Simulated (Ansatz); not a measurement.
A (110) slab of W (Im-3m (No. 229)), 5 planes, outer planes W (top) and W (bottom), with 5 atoms (W5) in a surface cell of A = 6.954 Å², as cut from the bulk:

```yaml
crystal:
  lattice:
    - [2.71575, 0.00000, 0.00000]
    - [-0.90525, 2.56044, 0.00000]
    - [0.00000, 0.00000, 23.86961]
  atoms:
    - { symbol: W, position: [0.50000, 0.50000, 0.31421] }
    - { symbol: W, position: [0.00000, 0.00000, 0.40710] }
    - { symbol: W, position: [0.50000, 0.50000, 0.50000] }
    - { symbol: W, position: [0.00000, 0.00000, 0.59290] }
    - { symbol: W, position: [0.50000, 0.50000, 0.68579] }
```

Level of theory: DFT LDA, scalar-relativistic, plane waves, PAW (Ansatz). Cutoff 420 eV; k points 13×13×1 on the computed 5-atom cell (Γ-centred); Gaussian smearing, width 0.10 eV; no spin polarisation. The cell repeats along c with a dipole correction in the vacuum.

Against the same 5 atoms in the bulk, the slab as cut lies 3.268 eV higher and the relaxed slab 3.215 eV higher.

Q: Work out the surface energy before and after relaxation.

A: The slab has two faces, so γ = (E_slab − N·E_bulk)/(2A), the mean of both. As cut: 3.268/(2 × 6.954) = 0.2350 eV/Å², and 1 eV/Å² = 16.02 J/m², so γ = 3.76 J/m². Relaxed: 3.215/(2 × 6.954) = 0.2312 eV/Å² = 3.70 J/m². Relaxation recovers 1.6 % of the cost of cutting.

Q: What is the ideal work of this cut, per area?

A: Griffith's ideal work is 2γ: 7.53 J/m² if the new faces stay rigid, 7.41 J/m² if they relax. One thickness was run, 5 planes, so γ can still shift with it.